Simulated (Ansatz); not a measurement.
**Profile along the Ru–Ru line in Ru (hcp, Mg type)**

Ru (hcp, Mg type)

```cif
data_Ru2
_chemical_formula_sum 'Ru2'
_space_group_name_H-M_alt 'P 1'
_space_group_IT_number 1
_cell_length_a 2.72216
_cell_length_b 2.72216
_cell_length_c 4.29083
_cell_angle_alpha 90.000
_cell_angle_beta 90.000
_cell_angle_gamma 120.000
loop_
_space_group_symop_operation_xyz
  'x, y, z'
loop_
_atom_site_label
_atom_site_type_symbol
_atom_site_fract_x
_atom_site_fract_y
_atom_site_fract_z
_atom_site_occupancy
Ru1 Ru 0.33333 0.66667 0.75000 1
Ru2 Ru 0.66667 0.33333 0.25000 1
```

Fields along a shortest Ru–Ru line of a (1 -1 0 0) plane (2.72 Å), from Ru to Ru, interpolated on the slice's grid (step about 0.1 Å). Computed with PBE (plane waves to 420 eV, PAW, scalar-relativistic; Ansatz, a quantum-chemistry and plane-wave program). k mesh 20×20×11. Inside the PAW spheres the values are not all-electron values, and peaks at nuclei hang on which shells count as valence. Ru is run without spin polarisation. Ru was relaxed with its symmetry unable to fall.

```json
[
 {"distance from Ru (Å)": "0.00", "valence electron density (e/Å³)": "10.12", "electron localisation function": "x"},
 {"distance from Ru (Å)": "0.27", "valence electron density (e/Å³)": "9.42", "electron localisation function": "x"},
 {"distance from Ru (Å)": "0.54", "valence electron density (e/Å³)": "5.65", "electron localisation function": "0.67"},
 {"distance from Ru (Å)": "0.82", "valence electron density (e/Å³)": "1.70", "electron localisation function": "0.46"},
 {"distance from Ru (Å)": "1.09", "valence electron density (e/Å³)": "0.53", "electron localisation function": "0.25"},
 {"distance from Ru (Å)": "1.36", "valence electron density (e/Å³)": "0.38", "electron localisation function": "0.31"},
 {"distance from Ru (Å)": "1.63", "valence electron density (e/Å³)": "0.53", "electron localisation function": "0.25"},
 {"distance from Ru (Å)": "1.90", "valence electron density (e/Å³)": "1.70", "electron localisation function": "0.46"},
 {"distance from Ru (Å)": "2.18", "valence electron density (e/Å³)": "5.65", "electron localisation function": "0.67"},
 {"distance from Ru (Å)": "2.45", "valence electron density (e/Å³)": "9.42", "electron localisation function": "x"},
 {"distance from Ru (Å)": "2.72", "valence electron density (e/Å³)": "10.12", "electron localisation function": "x"}
]
```

x: too close to a nucleus for the ELF to mean much.

Density on the Ru–Ru line (2.72 Å) at its midpoint: 0.38 e/Å³. ELF at that point: 0.31.
